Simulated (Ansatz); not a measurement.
# InP: computed property card

InP:
```
InP
1.0
    4.13822     0.00000     0.00000
   -2.06911     3.58380     0.00000
    0.00000     0.00000     9.35104
In P
3 3
Direct
  0.00000   0.50000   0.33333
  0.50000   0.50000   0.66667
  0.50000   0.00000   0.00000
  0.00000   0.50000   0.83333
  0.50000   0.50000   0.16667
  0.50000   0.00000   0.50000
```

Space group P6_422 (No. 181); conventional cell a = b = 4.138 Å, c = 9.351 Å, α = β = 90.00°, γ = 120.00°.

Method: DFT-r²SCAN in the program Ansatz with PAW potentials. Structure relaxed to zero pressure with the same functional. Other levels are named where they apply.

### Cell and energy

```
Item                                                             Value
-----------------------------------------------------  ---------------
Volume per atom                                               23.11 Å³
Density                                                     5.24 g/cm³
Formation energy from the elements (no fitted shifts)  -19 kJ/mol-atom
```

### Electronic structure

```
Quantity                                                          Value
----------------------------  -----------------------------------------
Band gap                          0.42 eV (smallest direct gap 0.42 eV)
Valence-band maximum             on the Γ–M line, 4 % of the way from Γ
Conduction-band minimum                                            at Γ
Electron effective mass       0.034, 0.071, 0.071 mₑ (principal values)
HSE06 gap on the r²SCAN cell                                    0.66 eV
Gap with spin–orbit coupling                                    0.41 eV
```

### Mechanics

```
Item                                                                                                            Value
-----------------------------------------------------------  --------------------------------------------------------
Bulk modulus (Birch–Murnaghan fit)                                                                           73.7 GPa
Pressure derivative B′                                                                                            4.7
Elastic constants (relaxed ions, GPa)                        C11 = 123, C12 = 41.5, C13 = 52.4, C33 = 133, C44 = 45.1
Mechanical stability                                                           stable (all eigenvalues of C positive)
Hill bulk and shear moduli                                                                          74.4 and 41.5 GPa
Young's modulus                                                                                               105 GPa
Poisson's ratio                                                                                                  0.26
Debye temperature from the elastic constants                                                                    327 K
Piezoelectric stress constants (proper, relaxed ions, C/m²)                                   e14 = 0.60, e25 = -0.60
```

### Charges

```
Property                    Result
-------------  -------------------
Bader charges  In +0.96, P -0.96 e
```

The start of the workflow was typed in or built on a structure type; neither database checked (COD, Materials Project) lists it. It is not the phase usual at ambient conditions (space group No. 216). Symmetry was held in the r²SCAN relaxation; whether a distortion lowers the energy is not shown. Signs of piezoelectric constants follow the polarity of the cell as given. The references are the lowest solids computed at this level, not always the standard phases. Scalar-relativistic: spin–orbit coupling is off unless named, which matters more the heavier the elements.

Potentials: the later of the program's two PAW sets.
